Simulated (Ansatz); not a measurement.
Relaxed Se (trigonal-Se type, space group P3_121):

```xyz
6
Lattice="9.0114 0.0000 0.0000 -2.2528 3.9020 0.0000 0.0000 0.0000 4.9913" Properties=species:S:1:pos:R:3 pbc="T T T"
Se     0.9781     0.0000     4.1594
Se     5.4838     0.0000     4.1594
Se    -0.4891     0.8471     0.8319
Se     4.0166     0.8471     0.8319
Se     1.7638     3.0550     2.4956
Se     6.2695     3.0550     2.4956
```

In this cell atom 1 (Se, nearest neighbour Se at 2.375 Å; its periodic images, 4.5 Å or more away, move with it) is moved by s along Cartesian z, unit vector (0.000, 0.000, 1.000); all other atoms and the cell stay fixed.

The numbers are results of r2SCAN (plane waves to 500 eV, PAW, scalar-relativistic; Ansatz, a quantum-chemistry and plane-wave program), not measurements. k mesh 7×7×6 (Γ-centred), Fermi-Dirac smearing 0.05 eV. Energies are smeared free energies. Se was relaxed with its symmetry unable to fall. ΔE is measured from the undisplaced structure.

```tsv
s (Å)	ΔE (meV/cell)
-0.240	withheld
-0.192	162.2
-0.144	90.9
-0.096	40.3
-0.048	10.1
0.000	0.0
0.048	10.1
0.096	40.5
0.144	91.4
0.192	163.3
0.240	256.6
```

Task: Fit a polynomial form (powers 2, 3, 4) to the given rows and predict ΔE at s = -0.240.

Result: Least squares on the 10 given rows: ΔE = (4375)·s² + (77.44)·s³ + (1076)·s⁴, in meV/cell with s in Å; root-mean-square residual 0.03 meV/cell. At -0.240 the fit gives 254.5 meV/cell; the calculation gives 254.6 meV/cell, so the extrapolation is off by -0.1 (-0.0 %). The quadratic term alone would give 252.0 meV/cell.

(A displaced cell: forces are minus the slopes of the energy, force constants its curvatures, and phonons follow from these.)
